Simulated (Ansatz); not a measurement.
Geometry optimisation in Ansatz: input, command and trajectory.

```yaml
crystal:
  lattice:
    - [4.3435558308, 0.0, 0.0]
    - [0.0, 4.3435558308, 0.0]
    - [0.0, 0.0, 4.3435558308]
  atoms:
    - { symbol: Na, position: [0.0, 0.0, 0.0] }
    - { symbol: S, position: [0.0, 0.5, 0.5] }
    - { symbol: S, position: [0.5, 0.0, 0.5] }
    - { symbol: S, position: [0.5, 0.5, 0.0] }
basis:
  ecutwfc: 420
kpoints:
  mp_grid: { grid: [4, 4, 4] }
hamiltonian:
  xc: pbe
scf:
  occupations: { method: gaussian, width: 0.1 }
  lower_state_search: "off"
output:
  forces: true
  stress: true
  eigenvalues: true
relax:
  adjacent_minimum: "off"
  f_tol: 0.04
  max_steps: 70
  cell: { stress_tol: 0.4 }
```

```bash
ansatz run input.yaml --threads 1 --pin off --max-ram 2560MiB --backend cpu --events-out ev --progress --plain --runs-dir out
```

All numbers below come from DFT PBE, scalar-relativistic, plane waves, PAW (Ansatz 0.2.0).

Of 4 frames 4 are shown, positions in Å and forces in eV/Å; the SCF threshold varies from step to step. Steps run on the plane waves of an earlier cell, with a Pulay correction in the pressure. The basis is chosen afresh for the last frame, the zero of the energies, and at times for earlier ones too; energy and pressure step there, also at an unchanged geometry.

```xyz
4
Lattice="4.3436 0.0000 0.0000 0.0000 4.3436 0.0000 0.0000 0.0000 4.3436" Properties=species:S:1:pos:R:3:forces:R:3 pbc="T T T" step=1 free_energy_over_end_meV_per_atom=59.53 pressure_GPa=-5.81
Na    0.0000    0.0000    0.0000    0.0000    0.0000    0.0000
S     0.0000    2.1718    2.1718    0.0000    0.0000    0.0000
S     2.1718    0.0000    2.1718    0.0000    0.0000    0.0000
S     2.1718    2.1718    0.0000    0.0000    0.0000    0.0000
4
Lattice="4.1469 0.0000 0.0000 0.0000 4.1469 0.0000 0.0000 0.0000 4.1469" Properties=species:S:1:pos:R:3:forces:R:3 pbc="T T T" step=2 free_energy_over_end_meV_per_atom=0.30 pressure_GPa=-0.63
Na    0.0000    0.0000    0.0000    0.0000    0.0000    0.0000
S     0.0000    2.0734    2.0734    0.0000    0.0000    0.0000
S     2.0734    0.0000    2.0734    0.0000    0.0000    0.0000
S     2.0734    2.0734    0.0000    0.0000    0.0000    0.0000
4
Lattice="4.1252 0.0000 0.0000 0.0000 4.1252 0.0000 0.0000 0.0000 4.1252" Properties=species:S:1:pos:R:3:forces:R:3 pbc="T T T" step=3 free_energy_over_end_meV_per_atom=-0.10 pressure_GPa=0.19
Na    0.0000    0.0000    0.0000    0.0000    0.0000    0.0000
S     0.0000    2.0626    2.0626    0.0000    0.0000    0.0000
S     2.0626    0.0000    2.0626    0.0000    0.0000    0.0000
S     2.0626    2.0626    0.0000    0.0000    0.0000    0.0000
4
Lattice="4.1252 0.0000 0.0000 0.0000 4.1252 0.0000 0.0000 0.0000 4.1252" Properties=species:S:1:pos:R:3:forces:R:3 pbc="T T T" step=4 free_energy_over_end_meV_per_atom=0.00 pressure_GPa=0.20
Na    0.0000    0.0000    0.0000    0.0000    0.0000    0.0000
S     0.0000    2.0626    2.0626    0.0000    0.0000    0.0000
S     2.0626    0.0000    2.0626    0.0000    0.0000    0.0000
S     2.0626    2.0626    0.0000    0.0000    0.0000    0.0000
```

The start puts this composition into another compound's structure type, which needn't suit it. At the end the space group is Pm-3m (tolerance 0.05 Å).

It took 3.8 s on 1 thread of Arm Neoverse V2, with other jobs on the host, peak memory 0.3 GiB.

The k mesh is coarse. Spin polarisation was left out, and a magnetic state may lie lower.